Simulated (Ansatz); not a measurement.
Kick test of a cell of La2TaO5

The structure comes from a proposed guess, relaxed at this level; another structure or a mixture of phases may lie lower.

Computed with DFT PBE, scalar-relativistic, plane waves, PAW (Ansatz 0.2.0). Plane waves to 420 eV, a k mesh through Γ of 6×6×6 on the computed 16-atom cell and Gaussian smearing (0.02 eV); no spin polarisation.

The cell below (16 atoms, space group I4/m (No. 87)) is relaxed within its symmetry.

```
La Ta O
1.0
    -4.52345    4.52345    3.09637
     4.52345   -4.52345    3.09637
     4.52345    4.52345   -3.09637
La Ta O
4 2 10
Direct
  0.38786 0.17396 0.56182
  0.61214 0.82604 0.43818
  0.17396 0.61214 0.78610
  0.82604 0.38786 0.21390
  0.22603 0.22603 0.00000
  0.77397 0.77397 0.00000
  0.36542 0.08100 0.90285
  0.17815 0.46257 0.09715
  0.08100 0.17815 0.71558
  0.46257 0.36542 0.28442
  0.82185 0.53743 0.90285
  0.63458 0.91900 0.09715
  0.53743 0.63458 0.71558
  0.91900 0.82185 0.28442
  0.25000 0.75000 0.50000
  0.75000 0.25000 0.50000
```

For the test it was strained at random (σ = 1.5 % a component), the atoms were moved at random (σ = 0.10 Å), and all was relaxed again on a coarse 4×4×4 mesh (in the run’s order of axes) with 0.10 eV smearing, with no symmetry imposed.

These runs have no spin–orbit coupling, which can matter for Ta.

Question: Is the structure stable against such a distortion?

Answer: It returns, within 1 meV/atom of the unmoved cell on that mesh and with the same symmetry when read at 0.1 Å (P1 at 0.01 Å, so small strains and shifts remain). No instability shows in this cell; modes of other wave vectors, which need another repeat, aren't tested.
